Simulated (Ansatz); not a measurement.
YNbN3 (cubic perovskite, space group No. 221) under volume change, DFT-r²SCAN in the program Ansatz with PAW potentials, scaled uniformly.

```tsv
V (Å³/atom)	E − E(relaxed) (meV/atom)	P (GPa)
11.937	79.5	23.42
12.330	33.5	14.25
12.724	8.0	6.68
13.117	0.0	0.00
13.511	7.4	-5.85
13.904	28.1	-10.93
14.298	60.5	-15.35
```

What does a third-order Birch–Murnaghan fit give for V₀, B₀ and B′?

V₀ = 13.11 Å³/atom, B₀ = 208 GPa, B′ = 3.7.

Space group Pm-3m (cubic perovskite). The start of the workflow was typed in or built on a structure type; neither database checked (COD, Materials Project) lists it. Whether it is the stable phase at ambient conditions was not checked. The r²SCAN relaxation kept the symmetry of its start; whether a distortion lowers the energy is not shown. The workflow began spin-polarised and lost its moments. Other orbital occupations within this spin state were not tried.

Potentials: the earlier of the program's two PAW sets.
